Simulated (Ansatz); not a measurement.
Si (diamond)

```
CELL_PARAMETERS angstrom
      0.00000     5.44406     5.44406
      2.72203     2.72203     5.44406
      2.72203     2.72203     0.00000
ATOMIC_POSITIONS crystal
  Si 0.00000 0.50000 0.50000
  Si 0.50000 0.50000 0.50000
  Si 0.00000 0.75000 0.75000
  Si 0.50000 0.75000 0.75000
```

The atoms are displaced by Q × the pattern below (from a DFPT mode at X = (0.5, 0.5, 0.0), largest move 1; Q in Å), at fixed cell. It is one choice among 2 degenerate patterns. (q is in reciprocal vectors of the primitive cell; the cell shown is doubled to hold the pattern.)

| atom | x | y | z |
|---|---|---|---|
| Si3 | 0.000 | 0.000 | -1.000 |
| Si4 | 0.000 | 0.000 | 1.000 |

Atoms not listed stay in place.

Computed with r2SCAN (plane waves to 500 eV, PAW, scalar-relativistic; Ansatz, a program for electronic structure). k mesh 10×10×10 (Γ-centred), Fermi-Dirac smearing 0.05 eV. Energies are smeared free energies. Si was relaxed with its symmetry unable to fall. The PAW data are Ansatz's earlier set. The zero of ΔE is the undisplaced structure.

| Q (Å) | ΔE (meV/cell) |
|---|---|
| -0.1000 | 178.3 |
| -0.0833 | withheld |
| -0.0667 | 79.4 |
| -0.0500 | 44.7 |
| -0.0333 | 19.9 |
| -0.0167 | 5.0 |
| 0.0000 | 0.0 |
| 0.0167 | 5.0 |
| 0.0333 | 19.9 |
| 0.0500 | 44.7 |
| 0.0667 | 79.4 |
| 0.0833 | withheld |
| 0.1000 | 178.3 |

Q: Fit an even polynomial form (powers 2, 4) to the given rows and predict ΔE at Q = -0.0833.

A: Least squares on the 11 given rows: ΔE = (17880)·Q² + (-5346)·Q⁴, in meV/cell with Q in Å; root-mean-square residual 0.04 meV/cell. At -0.0833 the fit gives 123.8 meV/cell; the calculation gives 124.0 meV/cell, so the interpolation is off by -0.2 (-0.2 %). The quadratic term alone would give 124.1 meV/cell.

(A displaced cell: forces are minus the slopes of the energy, force constants its curvatures, and phonons follow from these.)
